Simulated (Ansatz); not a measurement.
# H started midway between two neighbours in zincblende SnC, 65 atoms, charge 0

Theory: Ansatz, DFT, PBEsol, PAW, plane waves.

Input:

```yaml
crystal:
  lattice:
    - [10.067962, 0.000000, 0.000000]
    - [0.000000, 10.067962, 0.000000]
    - [0.000000, 0.000000, 10.067962]
  atoms:
    - { symbol: Sn, position: [0.000795, 0.997741, 0.999911] }
    - { symbol: Sn, position: [0.000113, 0.001273, 0.502337] }
    - { symbol: Sn, position: [0.998940, 0.500027, 0.997084] }
    - { symbol: Sn, position: [0.999061, 0.503490, 0.500325] }
    - { symbol: Sn, position: [0.498581, 0.000801, 0.998175] }
    - { symbol: Sn, position: [0.503772, 0.000240, 0.501345] }
    - { symbol: Sn, position: [0.502582, 0.500310, 0.998457] }
    - { symbol: Sn, position: [0.487508, 0.485668, 0.482631], spin: 0.25 }
    - { symbol: Sn, position: [0.249789, 0.247739, 0.998795] }
    - { symbol: Sn, position: [0.250385, 0.249625, 0.500365] }
    - { symbol: Sn, position: [0.249149, 0.750643, 0.000691] }
    - { symbol: Sn, position: [0.250453, 0.751531, 0.499685] }
    - { symbol: Sn, position: [0.751457, 0.248598, 0.996333] }
    - { symbol: Sn, position: [0.747954, 0.249532, 0.503296] }
    - { symbol: Sn, position: [0.751247, 0.752606, 0.998310] }
    - { symbol: Sn, position: [0.750408, 0.752954, 0.497067] }
    - { symbol: Sn, position: [0.249008, 0.001709, 0.250336] }
    - { symbol: Sn, position: [0.249623, 0.998334, 0.752113] }
    - { symbol: Sn, position: [0.248793, 0.500632, 0.249557] }
    - { symbol: Sn, position: [0.249277, 0.500706, 0.749885] }
    - { symbol: Sn, position: [0.748773, 0.000867, 0.250800] }
    - { symbol: Sn, position: [0.748893, 0.998331, 0.751190] }
    - { symbol: Sn, position: [0.746856, 0.497691, 0.250760] }
    - { symbol: Sn, position: [0.747528, 0.497517, 0.750125] }
    - { symbol: Sn, position: [0.999777, 0.248805, 0.247882] }
    - { symbol: Sn, position: [0.000492, 0.249574, 0.751712] }
    - { symbol: Sn, position: [0.000690, 0.749007, 0.250206] }
    - { symbol: Sn, position: [0.001984, 0.753123, 0.751241] }
    - { symbol: Sn, position: [0.499943, 0.249472, 0.256471] }
    - { symbol: Sn, position: [0.500815, 0.251964, 0.753838] }
    - { symbol: Sn, position: [0.498917, 0.747721, 0.251047] }
    - { symbol: Sn, position: [0.501122, 0.747379, 0.750621] }
    - { symbol: C, position: [0.124442, 0.124501, 0.123369] }
    - { symbol: C, position: [0.123077, 0.129107, 0.625411] }
    - { symbol: C, position: [0.122279, 0.626308, 0.126334] }
    - { symbol: C, position: [0.126125, 0.625372, 0.627262] }
    - { symbol: C, position: [0.624911, 0.122240, 0.124166] }
    - { symbol: C, position: [0.625541, 0.121394, 0.624453] }
    - { symbol: C, position: [0.627051, 0.625253, 0.123918] }
    - { symbol: C, position: [0.641269, 0.637068, 0.635214], spin: 0.25 }
    - { symbol: C, position: [0.373677, 0.376120, 0.126282] }
    - { symbol: C, position: [0.373668, 0.373217, 0.624942] }
    - { symbol: C, position: [0.376444, 0.872209, 0.123783] }
    - { symbol: C, position: [0.375376, 0.874608, 0.623376] }
    - { symbol: C, position: [0.874704, 0.378269, 0.124511] }
    - { symbol: C, position: [0.875463, 0.372821, 0.622673] }
    - { symbol: C, position: [0.872875, 0.876510, 0.125474] }
    - { symbol: C, position: [0.872173, 0.875075, 0.621456] }
    - { symbol: C, position: [0.372388, 0.128830, 0.378982] }
    - { symbol: C, position: [0.372513, 0.125778, 0.871911] }
    - { symbol: C, position: [0.374315, 0.628737, 0.376238] }
    - { symbol: C, position: [0.375285, 0.620379, 0.874140] }
    - { symbol: C, position: [0.872804, 0.124153, 0.373030] }
    - { symbol: C, position: [0.874265, 0.124411, 0.875467] }
    - { symbol: C, position: [0.877875, 0.624235, 0.374501] }
    - { symbol: C, position: [0.876522, 0.624783, 0.875243] }
    - { symbol: C, position: [0.125507, 0.377948, 0.377764] }
    - { symbol: C, position: [0.121544, 0.375836, 0.872215] }
    - { symbol: C, position: [0.122207, 0.874154, 0.372574] }
    - { symbol: C, position: [0.127150, 0.876040, 0.873709] }
    - { symbol: C, position: [0.625790, 0.377879, 0.375610], spin: 0.25 }
    - { symbol: C, position: [0.623432, 0.379002, 0.875313] }
    - { symbol: C, position: [0.625807, 0.876405, 0.374194] }
    - { symbol: C, position: [0.622424, 0.873246, 0.875781] }
    - { symbol: H, position: [0.564453, 0.563063, 0.560669], spin: 0.25 }
  symmetry: { detect: false }
kpoints:
  mp_grid: { grid: [1, 1, 1], shift: [0.25, 0.25, 0.25] }
hamiltonian:
  xc: pbesol
magnetization:
  spin_polarized: true
scf:
  occupations: { method: fermi_dirac, width: 0.01 }
relax:
  f_tol: 0.03
  max_steps: 80
  escape_saddle: false
  adjacent_minimum: "off"
output:
  forces: true
  eigenvalues: true
  populations: true
```

Launch command:

```sh
ansatz run in.yaml --threads 4 --pin off --max-ram 42750MiB --runs-dir r --events-out ev --progress --plain --backend cuda --devices 0, --max-vram 37GiB
```

The program printed, less machine lines and repeats, with […] for rows cut from tables:

```
Pseudopotentials: kind: paw
Functional definition: PBEsol
  exchange = pbesol_x
  correlation = pbesol_c
Crystal: 65 atoms, lattice volume = 1020.527 Å³
Basis set: ecut = 420 eV, 20005 PW (Γ), exchange–correlation on 144×144×144 points (8 copies of the dense FFT grid, shifted against one another)
Bands: 354, of which v1, the nominal top of the filled ones, is band 289 counted from 1 (288 counted from 0)
Symmetry: 1 space group operations
k-points: 1
Non-local potential: Sn, projectors of the file, l = 0: 2, l = 1: 2, l = 2: 2, l = 3: 2
Non-local potential: C, projectors of the file, l = 0: 2, l = 1: 2, l = 2: 1
[…]
Initial density: superposition of atomic densities (chi_scale 0.1, normalization cell)
Starting moments: Σ|m| = 1 μB on 4 of 65 sites
Initial wavefunctions: pseudopotential atomic-orbital guess
Functional: x = pbesol(κ = 0.804, μ = 0.12345679012345678), c = pbesol(β = 0.046)
SCF iter   1: F=—  HF=-198300.436233 eV  |F-HF|=—  |Δ(HF+E_count)|=         —  Δρ=5.54e-2 (↑5.54e-2 ↓5.50e-2)  dr2=1.92e2  dr2_m=9.09e-2  M=0.997 μB ∫|m|=1.039 μB  β_m=0.30  ethr=3.10e-3  ⟨swp⟩=6.0  Hψ=2678  notcnv=0  defer=76
[…]
spin=Collinear: Resta preconditioning applied to the charge; magnetization (m = ρ↑ − ρ↓) channel mixes plain (no charge-response kernel on spin).
SCF iter   2: F=—  HF=-198259.662952 eV  |F-HF|=—  |Δ(HF+E_count)|=    4.08e1  Δρ=2.73e-2 (↑2.73e-2 ↓2.73e-2)  dr2=4.61e1  dr2_m=4.85e-2  M=0.994 μB ∫|m|=1.039 μB  β_m=0.30  ethr=3.10e-3  ⟨swp⟩=3.0  Hψ=1092  notcnv=0  defer=120
[…]
Mixer restart at iter 7: flushing history
spin-set hold released at iteration 7 (site moments contracting): the magnetisation degrees of freedom join the quasi-Newton model from the next iteration; the mixer history was flushed
[…]
SCF 1 converged in 13 iterations: F = -198247.511189 eV  dr2 = 1.60e-7
[…]
relax step   1: F+E_penalty+E_count = -198247.51118943 eV  Δ(F+E_penalty+E_count) = +0.000e0 eV  max|allowed force component| = 7.831e0 eV/Å  Δτ_max = 0.0000 Å  (13 SCF iters, dr2 threshold 2.25e-5 eV, accepted)
Initial density: handed on by an earlier stage of this run
Starting moments: Σ|m| = 1 μB on 4 of 65 sites; this step starts from the density that it was given
Initial wavefunctions: those handed on with the density
[…]
spin=Collinear: Resta preconditioning applied to the charge; magnetization (m = ρ↑ − ρ↓) channel mixes plain (no charge-response kernel on spin).
[…]
relax step   2: F+E_penalty+E_count = -198250.05664821 eV  Δ(F+E_penalty+E_count) = -2.545e0 eV  max|allowed force component| = 2.638e0 eV/Å  Δτ_max = 0.1895 Å  (8 SCF iters, dr2 threshold 1.00e-4 eV, accepted)
[…]
spin=Collinear: Resta preconditioning applied to the charge; magnetization (m = ρ↑ − ρ↓) channel mixes plain (no charge-response kernel on spin).
relax step   3: F+E_penalty+E_count = -198250.74808173 eV  Δ(F+E_penalty+E_count) = -6.914e-1 eV  max|allowed force component| = 1.287e0 eV/Å  Δτ_max = 0.1220 Å  (7 SCF iters, dr2 threshold 1.00e-4 eV, accepted)
[…]
spin=Collinear: Resta preconditioning applied to the charge; magnetization (m = ρ↑ − ρ↓) channel mixes plain (no charge-response kernel on spin).
relax step   4: F+E_penalty+E_count = -198250.98984695 eV  Δ(F+E_penalty+E_count) = -2.418e-1 eV  max|allowed force component| = 2.773e-1 eV/Å  Δτ_max = 0.2000 Å  (7 SCF iters, dr2 threshold 1.00e-4 eV, accepted)
[…]
spin=Collinear: Resta preconditioning applied to the charge; magnetization (m = ρ↑ − ρ↓) channel mixes plain (no charge-response kernel on spin).
relax step   5: F+E_penalty+E_count = -198251.01492799 eV  Δ(F+E_penalty+E_count) = -2.508e-2 eV  max|allowed force component| = 8.734e-2 eV/Å  Δτ_max = 0.0517 Å  (7 SCF iters, dr2 threshold 4.81e-6 eV, accepted)
preconditioner: auto → Resta (q_TF=auto, 2.481 Å⁻¹)  ε∞=3.4  [insulator: Δε(μ)=0.336 eV  Ē_g=18.189 eV  σ=0.010 eV  W_gap=1.00  n_scr=250 (ndim 8)  ℏωp=27.9 eV  f_vac=0.000  D(μ)=0.00/eV (n_scr^D=0)  ε∞_Penn≈3.4]
spin=Collinear: Resta preconditioning applied to the charge; magnetization (m = ρ↑ − ρ↓) channel mixes plain (no charge-response kernel on spin).
[…]
SCF 6 converged in 9 iterations: F = -198251.011831 eV  dr2 = 1.41e-9
relax step   6: F+E_penalty+E_count = -198251.01183098 eV  Δ(F+E_penalty+E_count) = +3.097e-3 eV  max|allowed force component| = 1.247e-1 eV/Å  Δτ_max = 0.0546 Å  (9 SCF iters, rejected (line search))
[…]
preconditioner: auto → Resta (q_TF=auto, 2.481 Å⁻¹)  ε∞=3.4  [insulator: Δε(μ)=0.331 eV  Ē_g=18.188 eV  σ=0.010 eV  W_gap=1.00  n_scr=250 (ndim 8)  ℏωp=27.9 eV  f_vac=0.000  D(μ)=0.00/eV (n_scr^D=0)  ε∞_Penn≈3.4]
spin=Collinear: Resta preconditioning applied to the charge; magnetization (m = ρ↑ − ρ↓) channel mixes plain (no charge-response kernel on spin).
[…]
SCF iter   7: F=-198251.017513 eV  HF=-198251.017513 eV  |F-HF|=2.04e-10  |Δ(HF+E_count)|=   2.86e-8  Δρ=8.85e-7 (↑6.76e-7 ↓8.85e-7)  dr2=1.70e-8  dr2_m=2.84e-9  M=1.000 μB ∫|m|=1.053 μB  β_m=0.78  ethr=1.73e-11  ⟨swp⟩=12.0  Hψ=3220  notcnv=0
SCF iter   8: F=-198251.017513 eV  HF=-198251.017513 eV  |F-HF|=2.21e-9  |Δ(HF+E_count)|=   3.81e-9  Δρ=3.33e-7 (↑3.33e-7 ↓2.91e-7)  dr2=4.41e-9  dr2_m=3.04e-10  M=1.000 μB ∫|m|=1.053 μB  ethr=2.95e-12  ⟨swp⟩=1.0  Hψ=1882  notcnv=0
SCF 7 converged in 8 iterations: F = -198251.017513 eV  dr2 = 4.41e-9
relax step   7: F+E_penalty+E_count = -198251.01751305 eV  Δ(F+E_penalty+E_count) = -2.585e-3 eV  max|allowed force component| = 9.200e-3 eV/Å  Δτ_max = 0.0207 Å  (8 SCF iters, accepted)
SCF converged after 8 iterations
Magnetization: 1.0000 μB (289.0000 up, 288.0000 down)
Absolute magnetization: 1.0616 μB (∫|ρ↑−ρ↓|, with the PAW one-centre terms)
Spin contamination: 0.0015 ħ² per cell (⟨S²⟩ above its minimum at these occupations)
Per-site moments (μB) at R_I (Å): [(0.0006429284408240536, 0.8983804305332612), (0.0020205242957404804, 0.8918010244229069), (0.0020202648045769206, 0.8917998560007134), (0.0018171077078353859, 0.896886067005477), (0.002019324661586698, 0.8917361789959044), (0.0018185960958656505, 0.8968912703059431), (0.0018182786368469365, 0.8968799862188208), (0.040215575149941334, 0.839683321368308), (0.000752
Free energy (F): -198251.017513 eV
Harris-Foulkes:  -198251.017513 eV  (|F-HF|=2.21e-9)
Internal energy: -198251.017513 eV  (E = F + TS)
E sigma→0 (E₀):  -198251.017513 eV
Entropy (-TS):   -0.000000 eV (-0.000 meV/atom)
Fermi energy:    12.214757 eV
--- Per-component energies (eV) ---
  E_band       = -1817.077711
  E_kinetic    = 8840.232034
  E_local      = -29326.548227  (includes V_loc(G=0)·N_el)
  E_nonlocal   = -75.678113
  E_hartree    = 17760.142977
  E_xc         = -13628.266971
  E_vxc        = -4970.877024  (∫ρ·V_xc dr)
  E_paw        = -133283.747388  (= ΣΔE_a)
  E_vpaw       = -11804.491668  (= ΣTr[D̂ρ^β])
  E_aug_tail   = -0.001134  (compensation charges beyond the density's cutoff)
  E_ewald      = -48546.940779
  E_core_change = 9.790089  (= ΣΔE_core)
  E_smearing   = -0.000000  (= −TS)
  E_closure    = 0.000000  (closes the sum)
  Σ components = -198251.017513   (vs F -198251.017513, Δ=0.00e0)
--- Forces (eV/Å), atoms counted from 1 ---
  atom   1  Sn     0.00015351     0.00013143     0.00022155
  atom   2  Sn    -0.00132897    -0.00117326    -0.00051842
  atom   3  Sn    -0.00117800    -0.00052286    -0.00102805
  atom   4  Sn    -0.00021451    -0.00398828    -0.00390099
  atom   5  Sn    -0.00108099    -0.00110605    -0.00103973
  atom   6  Sn    -0.00412198    -0.00026327    -0.00403350
  atom   7  Sn    -0.00399773    -0.00409082    -0.00025294
  atom   8  Sn     0.00481878     0.00468293     0.00503260
  atom   9  Sn     0.00117765     0.00113612    -0.00103658
  atom  10  Sn    -0.00355312    -0.00384916    -0.00429452
  atom  11  Sn    -0.00093226     0.00216538    -0.00218239
  atom  12  Sn     0.00115383     0.00487988    -0.00158931
  atom  13  Sn     0.00214318    -0.00051181    -0.00236264
  atom  14  Sn     0.00484570     0.00161624    -0.00134901
  atom  15  Sn     0.00062801     0.00050741    -0.00012874
  atom  16  Sn     0.00158826     0.00153832    -0.00255361
  atom  17  Sn     0.00130288    -0.00095991     0.00116653
  atom  18  Sn    -0.00087931    -0.00218934     0.00225342
  atom  19  Sn    -0.00389663    -0.00379559    -0.00399602
  atom  20  Sn     0.00117831    -0.00156477     0.00480736
  atom  21  Sn     0.00218361    -0.00246531    -0.00087366
  atom  22  Sn     0.00059592    -0.00018471     0.00030570
  atom  23  Sn     0.00471902    -0.00146527     0.00147804
  atom  24  Sn     0.00255550    -0.00251287     0.00266066
[…]
  atom  42  C      0.00165965     0.00213359     0.00441260
  atom  43  C      0.00179307    -0.00285399     0.00103076
  atom  44  C      0.00127084    -0.00112984     0.00168430
  atom  45  C     -0.00270219     0.00170732     0.00102260
  atom  46  C     -0.00068434     0.00131502     0.00199207
  atom  47  C     -0.00024365    -0.00042382     0.00093668
  atom  48  C     -0.00086971    -0.00095913     0.00198197
  atom  49  C      0.00300963    -0.00320239     0.00332354
  atom  50  C      0.00166327     0.00099036    -0.00296689
  atom  51  C      0.00140960     0.00521147     0.00177971
  atom  52  C      0.00123585     0.00175226    -0.00090089
  atom  53  C     -0.00286611     0.00092572     0.00167570
  atom  54  C     -0.00033678     0.00058246    -0.00025989
  atom  55  C     -0.00082084     0.00193297     0.00150989
  atom  56  C     -0.00054187     0.00158412    -0.00060003
  atom  57  C     -0.00278365     0.00330430     0.00310559
  atom  58  C      0.00077427     0.00166500    -0.00293295
  atom  59  C      0.00075986    -0.00295400     0.00178461
  atom  60  C      0.00076941    -0.00017085    -0.00035127
  atom  61  C      0.00314186     0.00194495     0.00194353
  atom  62  C      0.00176176     0.00146992    -0.00076556
  atom  63  C      0.00154595    -0.00067947     0.00121893
  atom  64  C      0.00222753    -0.00176085    -0.00177637
  atom  65  H     -0.00868878    -0.00806209    -0.00920014
  max |Σ_I F_I| component: 1.01e-5 eV/Å
--- Band table (eV) ---
  k-point 0 ↑: bands = ["-10.3936", "-10.2999", "-10.2998", "-10.2219", "-10.2218", "-10.1756", "-10.1735", "-10.1735", "-10.1568", "-10.1500", "-10.1500", "-10.1344", "-10.1332", "-10.1332", "-10.1330", "-10.1315", "-10.1315", "-10.1250", "-10.1209", "-10.1208", "-10.1201", "-10.1172", "-10.1168", "-10.1168", "-10.1142", "-10.1137", "-10.1137", "-10.1116", "-10.1089", "-10.1089", "-10.1045", "-10 …
  k-point 0 ↓: bands = ["-10.3212", "-10.2697", "-10.2696", "-10.1919", "-10.1918", "-10.1719", "-10.1714", "-10.1714", "-10.1538", "-10.1482", "-10.1482", "-10.1335", "-10.1308", "-10.1304", "-10.1304", "-10.1295", "-10.1295", "-10.1232", "-10.1194", "-10.1194", "-10.1175", "-10.1144", "-10.1144", "-10.1139", "-10.1131", "-10.1117", "-10.1117", "-10.1079", "-10.1059", "-10.1059", "-10.1026", "-10 …
--- Relaxed structure (7 steps of the walk, 6 accepted, 0 SCFs on fresh bases) ---
  F+E_penalty+E_count = -198251.01751305 eV   max|allowed force component| = 9.200e-3 eV/Å
  atoms:
    - { symbol: Sn, position: [3.120357274384075e-5, 1.0003756457284085, 1.0000943883679676] }
    - { symbol: Sn, position: [-0.00014938703689422982, 0.00018323070955590312, 0.49971649397553614] }
    - { symbol: Sn, position: [0.9998497148380985, 0.49999613249296626, 0.99990601854674] }
    - { symbol: Sn, position: [0.9990539056128246, 0.5003215225624844, 0.5000401582180515] }
    - { symbol: Sn, position: [0.4996463904883164, 0.0002097524192675238, 0.9999320804924823] }
    - { symbol: Sn, position: [0.4999775093316658, -0.0005994793550757801, 0.5000396919541061] }
    - { symbol: Sn, position: [0.4999773164926475, 0.5003227998952459, 0.99911618416035] }
    - { symbol: Sn, position: [0.46142873272101237, 0.461739189971924, 0.46145792749551107] }
    - { symbol: Sn, position: [0.24945863431968482, 0.2498078009031479, 0.9981418081223008] }
    - { symbol: Sn, position: [0.24575374249660387, 0.24609973405750965, 0.49766593091870853] }
    - { symbol: Sn, position: [0.24993472429511307, 0.7505465698318985, -2.0373704638640676e-5] }
    - { symbol: Sn, position: [0.2497988337813974, 0.7512768915294471, 0.5006667902473726] }
    - { symbol: Sn, position: [0.7502027798965875, 0.25028127681393675, 0.9999724111420015] }
    - { symbol: Sn, position: [0.7509461869220087, 0.2501185171707372, 0.5006569834796325] }
    - { symbol: Sn, position: [0.7506138244360424, 0.7509569458383096, 1.0009236222748223] }
    - { symbol: Sn, position: [0.7548047332423662, 0.7551541285311142, 0.49983162970538597] }
    - { symbol: Sn, position: [0.24945952524185896, -0.0015764835387847918, 0.24952815681702023] }
    - { symbol: Sn, position: [0.24993513420540583, 1.000254755159393, 0.7502724363377928] }
    - { symbol: Sn, position: [0.24575813915005837, 0.49793545053660915, 0.24582586741034462] }
    - { symbol: Sn, position: [0.249796454663031, 0.5009468575198003, 0.7509979731800738] }
    - { symbol: Sn, position: [0.7502051057452911, 0.00025000639909734474, 0.25000930348558964] }
    - { symbol: Sn, position: [0.7506146700179452, 1.0012040623297889, 0.7506769990545165] }
    - { symbol: Sn, position: [0.7509471761946864, 0.5009383864342632, 0.24983781247510994] }
    - { symbol: Sn, position: [0.7548089458558743, 0.5001090749919264, 0.7548838676172833] }
    - { symbol: Sn, position: [0.9980767961191306, 0.24980306976763456, 0.2495237168456357] }
    - { symbol: Sn, position: [-9.05913046275872e-5, 0.2502945323115999, 0.7502660534746133] }
    - { symbol: Sn, position: [-8.889721879255203e-5, 0.7505478835247329, 0.2500140619228615] }
    - { symbol: Sn, position: [0.0008482114557676268, 0.7509514541372856, 0.7506719526827517] }
    - { symbol: Sn, position: [0.4976020104067673, 0.24610657836337166, 0.2458206281927481] }
    - { symbol: Sn, position: [0.5005883905069827, 0.2501270365550905, 0.7509960105867436] }
    - { symbol: Sn, position: [0.5005896162819422, 0.7512770428369813, 0.24984975282600239] }
    - { symbol: Sn, position: [0.49977287693906386, 0.7552200843842551, 0.7549372635490668] }
    - { symbol: C, position: [0.1249905418843189, 0.12533549518569348, 0.12505548176432194] }
    - { symbol: C, position: [0.12338011834973002, 0.12372685057048581, 0.625728704026485] }
    - { symbol: C, position: [0.12338288466169788, 0.6260001796323934, 0.12345575567529757] }
    - { symbol: C, position: [0.12498810030340929, 0.6252090289725339, 0.6249288490435301] }
    - { symbol: C, position: [0.6256654725570525, 0.12373350350266069, 0.12346081372700893] }
    - { symbol: C, position: [0.6248653549986958, 0.12533228527870988, 0.6249276016158204] }
    - { symbol: C, position: [0.6248642049504279, 0.6252084153047128, 0.12505132798538188] }
    - { symbol: C, position: [0.6414909004132947, 0.6418800162074226, 0.6416117168133861] }
    - { symbol: C, position: [0.3744173997635468, 0.3747613602169813, 0.12202584970682444] }
    - { symbol: C, position: [0.369310785375932, 0.36965089259097184, 0.6292040283385272] }
    - { symbol: C, position: [0.3753209580455947, 0.8750192423622606, 0.12448747838479847] }
    - { symbol: C, position: [0.3753170720440151, 0.8752244609243738, 0.625761592508797] }
    - { symbol: C, position: [0.874678496903375, 0.3756664096874701, 0.12447593128669412] }
    - { symbol: C, position: [0.874864425628154, 0.3756608007451168, 0.6257483903610471] }
    - { symbol: C, position: [0.8753736828594046, 0.8757140942895334, 0.1254503457277514] }
    - { symbol: C, position: [0.8772641501005739, 0.877611779890221, 0.6264439019140013] }
    - { symbol: C, position: [0.3744176510066174, 0.12231519792528461, 0.3744784266426858] }
    - { symbol: C, position: [0.3753223394898968, 0.12476586602302632, 0.8747417954631791] }
    - { symbol: C, position: [0.36931386910217245, 0.6294792251714039, 0.36937413753967474] }
    - { symbol: C, position: [0.37531657619269765, 0.6260433890134491, 0.8749397660491371] }
    - { symbol: C, position: [0.8746817160605848, 0.12475673124208272, 0.3753895799212135] }
    - { symbol: C, position: [0.8753744926899721, 0.12573260421292662, 0.8754318202999617] }
    - { symbol: C, position: [0.874866543984483, 0.6260297969374563, 0.3753776337055164] }
    - { symbol: C, position: [0.8772666162487581, 0.6267268036051414, 0.8773350698357176] }
    - { symbol: C, position: [0.12196231952866937, 0.3747548976412498, 0.37448168336945686] }
    - { symbol: C, position: [0.12442888071979696, 0.37567644983292164, 0.8747336498974736] }
    - { symbol: C, position: [0.12443130253484197, 0.8750139610943369, 0.37539604328138887] }
    - { symbol: C, position: [0.12537733475932117, 0.875708191545842, 0.8754336339518342] }
    - { symbol: C, position: [0.6291763572705273, 0.369643777358106, 0.36936240610505905] }
    - { symbol: C, position: [0.6256822917312209, 0.37564987883399953, 0.874932468336474] }
    - { symbol: C, position: [0.6256844428811056, 0.875209908823152, 0.3753760333850981] }
    - { symbol: C, position: [0.6263956911025951, 0.8776573679300659, 0.8773765432197068] }
    - { symbol: H, position: [0.5780156161869145, 0.5784816866340924, 0.5783239382622689] }
--- Löwdin populations: 65 sites ---
  site symbol       q [e]    m [muB]
     0     Sn     12.9956     0.0035
     1     Sn     12.9934     0.0106
[…]
    63      C      4.9591     0.0009
    64      H      0.8756    -0.0011
  spilling = 0.002965 (of n_electrons = 577.000000)
```

Total energies depend on the potentials used, so only differences within one code and one set of settings carry meaning.

One k point and one spin start were run, so the state needn't be the lowest, and an added charge can sit in a band of the host.

Time: 12 s of wall time on one NVIDIA H100 with 4 processor threads, on a host shared with other runs; peak host memory 1.5 GiB.
